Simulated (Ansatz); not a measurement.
Total density of states per atom from PBE in the plane-wave PAW code Ansatz, in 0.25 eV bins, energy from the Fermi level:

(E (eV), states/eV/atom): (-7.85, 0.14); (-7.60, 0.17); (-7.35, 0.21); (-7.10, 0.22); (-6.85, 0.23); (-6.60, 0.33); (-6.35, 0.34); (-6.10, 0.38); (-5.85, 0.29); (-5.60, 0.24); (-5.35, 0.23); (-5.10, 0.13); (-4.85, 0.15); (-4.60, 0.33); (-4.35, 0.23); (-4.10, 0.17); (-3.85, 0.22); (-3.60, 0.50); (-3.35, 0.85); (-3.10, 1.08); (-2.85, 0.59); (-2.60, 1.10); (-2.35, 0.71); (-2.10, 1.08); (-1.85, 2.15); (-1.60, 1.08); (-1.35, 0.92); (-1.10, 1.49); (-0.85, 1.36); (-0.60, 0.72); (-0.35, 0.72); (-0.10, 0.77); (0.15, 1.06); (0.40, 2.16); (0.65, 1.77); (0.90, 0.71); (1.15, 0.32); (1.40, 0.26); (1.65, 0.24); (1.90, 0.42); (2.15, 0.54); (2.40, 0.44); (2.65, 0.46); (2.90, 0.51); (3.15, 0.39); (3.40, 0.33); (3.65, 0.33); (3.90, 0.34); (4.15, 0.31); (4.40, 0.35); (4.65, 0.35)

Pick the material that matches.
(A) MnGa, P6/mmm (Mn on 3f, Ga on 2d, Ga on 1a)
(B) ZnInGaO4, R3m (Pearson symbol hR7)
(C) B2Ru, P6/mmm (Ru on 1a, B on 2d)
(D) AlGa3As4, P-4m2 (Pearson symbol tP8)

A, MnGa, P6/mmm (Mn on 3f, Ga on 2d, Ga on 1a). Within 0.5 eV of the Fermi level: Mn 3d 90 %, Ga 4p 6 %. Projections are on Löwdin-orthogonalised atomic valence shells; empty p or d shells of many metals are not among them.

The start of the workflow was typed in or built on a structure type; neither database checked (COD, Materials Project) lists it. Its standing as an ambient phase is unchecked. The cell was relaxed with PBE under the symmetry of its start; its stability against distortions is not shown here. The workflow began spin-polarised and lost its moments. Scalar-relativistic: spin–orbit coupling is off unless named, which matters more the heavier the elements.

Potentials: the earlier of the program's two PAW sets.
